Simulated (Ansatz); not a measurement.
Cs (bcc, W type)

```
CELL_PARAMETERS angstrom
     -3.07841     3.07841     3.07841
      3.07841    -3.07841     3.07841
      3.07841     3.07841    -3.07841
ATOMIC_POSITIONS crystal
  Cs 0.00000 0.00000 0.00000
```

E(V) scan at fixed shape, V₀ the volume above. Symmetry pins the atoms to their sites.

Level of theory: PBE (plane waves to 420 eV, PAW, scalar-relativistic; Ansatz, an electronic-structure program). k mesh 11×11×11 (Γ-centred), Fermi-Dirac smearing 0.05 eV. The energy includes the smearing's −TS. Stress and pressure are positive under compression. Cs was relaxed with its symmetry unable to fall. The PAW data are Ansatz's earlier set. ΔE is measured from the relaxed starting cell. The last digit holds for this mesh only.

```json
[
 {"V (Å³/atom)": "105.022", "ΔE (meV/atom)": "8.3"},
 {"V (Å³/atom)": "107.356", "ΔE (meV/atom)": "5.1"},
 {"V (Å³/atom)": "109.690", "ΔE (meV/atom)": "2.8"},
 {"V (Å³/atom)": "112.023", "ΔE (meV/atom)": "1.2"},
 {"V (Å³/atom)": "114.357", "ΔE (meV/atom)": "0.3"},
 {"V (Å³/atom)": "116.691", "ΔE (meV/atom)": "0.0"},
 {"V (Å³/atom)": "119.025", "ΔE (meV/atom)": "0.3"},
 {"V (Å³/atom)": "121.359", "ΔE (meV/atom)": "1.1"},
 {"V (Å³/atom)": "123.693", "ΔE (meV/atom)": "2.4"},
 {"V (Å³/atom)": "126.026", "ΔE (meV/atom)": "withheld"},
 {"V (Å³/atom)": "128.360", "ΔE (meV/atom)": "6.2"}
]
```

**Question.** Fit a third-order Birch-Murnaghan form (E₀, V₀, B₀, B₀′ free) to the given rows and predict ΔE at V = 126.026.

**Answer.** Least squares on the 10 given rows: ΔE = E₀ + (9V₀B₀/16)·y²·[2 + (B₀′ − 4)y], y = (V₀/V)^(2/3) − 1, with V₀ = 116.637 Å³/atom, B₀ = 1.953 GPa (160.2 GPa = 1 eV/Å³; the term in eV is multiplied by 1000), B₀′ = 3.63, E₀ = 0.01 meV/atom; root-mean-square residual 0.01 meV/atom. At 126.026 the fit gives 4.1 meV/atom; the calculation gives 4.1 meV/atom, the same to the digits shown. For the pressure the fit gives -0.1 GPa against the computed -0.1 GPa.

(A scan under strain: stresses follow from slopes of the energy per volume, elastic moduli from its curvatures.)
